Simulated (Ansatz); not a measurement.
### Question
Name crystals whose computed values (r²SCAN+D4 (plane waves, PAW; program Ansatz)) fall in these windows: electron conductivity mass (mₑ) 1.0 to 1.3; HSE06 gap (eV) 1.9 to 2.7; gap (eV) 1.5 to 1.8.

### Answer


```json
[
 {"crystal": "NbS2Br2, C2/m (Nb on 4g, S on 4i, S on 4i, Br on 8j)", "electron conductivity mass (mₑ)": "1.1", "HSE06 gap (eV)": "2.36", "gap (eV)": "1.65"}
]
```
Others may fit too.

Standing as an ambient phase not checked: NbS2Br2, C2/m (Nb on 4g, S on 4i, S on 4i, Br on 8j). The cell was relaxed under the symmetry of its start. Rows with no word on spin ran without spin polarisation. Scalar-relativistic: spin–orbit coupling is off unless named, which matters more the heavier the elements.

Potentials: the later of the program's two PAW sets.
